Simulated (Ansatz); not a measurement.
## From the elastic tensor of Ti4Mo to moduli and sound speeds

These are results of Ansatz, DFT PBE, scalar-relativistic, plane waves, PAW, not measurements. Settings: 420 eV plane-wave cutoff, Γ-centred 10×10×10 mesh, Gaussian smearing of 0.10 eV. No spin polarisation.

Space group I4/m (No. 87), tetragonal, a = 7.254 Å, c = 3.210 Å. Ti is surrounded by 2 Mo at 2.67 Å, 8 Ti at 2.85–3.02 Å, 2 Ti at 3.21 Å, 1 Mo at 3.37 Å and 1 Ti at 3.45 Å; Mo has 8 Ti at 2.67 Å, 2 Mo at 3.21 Å and 4 Ti at 3.37 Å.

It was reached by relaxing an invented guess, and it needn't be the stable form of this composition. In a metal, frequencies and elastic constants depend on the k mesh and the smearing, soft modes and shear constants most.

Relaxed-ion constants (GPa, on the Cartesian axes of the calculation):
C11 = 161.1, C12 = 97.9, C13 = 85.0, C16 = 10.9, C22 = 161.1, C23 = 85.0, C26 = -10.9, C33 = 213.1, C44 = 45.2, C55 = 45.2, C66 = 43.3 GPa; the others vanish.

Density 5.650 g/cm³; 5 atoms in 84.47 Å³.

```json
{
 "Bulk modulus, Voigt / Reuss / Hill": "119.0 / 118.0 / 118.5 GPa",
 "Shear modulus, Voigt / Reuss / Hill": "44.5 / 41.1 / 42.8 GPa",
 "Young's modulus": "115 GPa",
 "Poisson ratio": "0.339",
 "Pugh ratio B/G": "2.77 (over 1.75, the rule of thumb for ductile)",
 "Universal anisotropy index": "0.43",
 "Longitudinal and transverse sound speeds": "5575 and 2752 m/s",
 "Debye temperature from the mean sound speed": "359 K"
}
```
